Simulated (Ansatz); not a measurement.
GaP (zinc blende)

```xyz
2
Lattice="0.0000 2.7530 2.7530 2.7530 0.0000 2.7530 2.7530 2.7530 0.0000" Properties=species:S:1:pos:R:3 pbc="T T T"
P      4.1295     4.1295     4.1295
Ga     0.0000     0.0000     0.0000
```

Scan: atom 2 (Ga, nearest neighbour P at 2.384 Å; its periodic images, 3.9 Å or more away, move with it) is displaced along Cartesian [110], direction (0.707, 0.707, 0.000) in Cartesian axes, by s. The other atoms stay.

Computed with PBE (plane waves to 420 eV, PAW, scalar-relativistic; Ansatz, a quantum-chemistry and plane-wave program). k mesh 8×8×8 (Γ-centred), Fermi-Dirac smearing 0.05 eV. The energy includes the smearing's −TS. As the smearing reaches across the gap at some points, energies and forces of such displacements shift with the k mesh and the smearing. F∥ is the force on the atom along that direction. GaP was relaxed with its symmetry unable to fall. ΔE is measured from the undisplaced structure.

### Question
What ΔE (meV/cell) and F∥ (eV/Å) does the calculation give at s (Å) = -0.720, -0.144, 0.144, 0.576, 0.720?

### Answer
```json
[
 {"s (Å)": "-0.720", "ΔE (meV/cell)": "2705", "F∥ (eV/Å)": "8.301"},
 {"s (Å)": "-0.144", "ΔE (meV/cell)": "98", "F∥ (eV/Å)": "1.361"},
 {"s (Å)": "0.144", "ΔE (meV/cell)": "98", "F∥ (eV/Å)": "-1.361"},
 {"s (Å)": "0.576", "ΔE (meV/cell)": "1666", "F∥ (eV/Å)": "-6.183"},
 {"s (Å)": "0.720", "ΔE (meV/cell)": "2705", "F∥ (eV/Å)": "-8.301"}
]
```

(A displaced cell: forces are minus the slopes of the energy, force constants its curvatures, and phonons follow from these.)
